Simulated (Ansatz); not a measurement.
Sr2H3NO6:
Space group P-62m (No. 189); a = 6.4468 Å, b = 6.4468 Å, c = 3.4684 Å, α = 90.00°, β = 90.00°, γ = 120.00°

```tsv
atom	site	symmetry	x	y	z
Sr	2d	-6..	0.3333	0.6667	0.5000
H	3f	m2m	0.0000	0.3018	0.0000
N	1b	-62m	0.0000	0.0000	0.5000
O	3g	m2m	0.1933	0.1933	0.5000
O	3f	m2m	0.0000	0.4532	0.0000
```

This is the LDA-relaxed structure.

All from LDA in the plane-wave PAW code Ansatz, unless another level is named. Predict the bulk modulus (Birch–Murnaghan fit).

70.8 GPa.

Give the highest zone-centre frequency (without LO–TO term).

3669 cm^-1.

The first step of the workflow began from a Materials Project structure, measured or hypothetical; the Crystallography Open Database files this formula in space group No. 189, but the cells were not matched. Its standing as an ambient phase is unchecked. The cell was relaxed with LDA under the symmetry of its start. At this level the phase is dynamically unstable (imaginary phonons).

Potentials: the later of the program's two PAW sets.
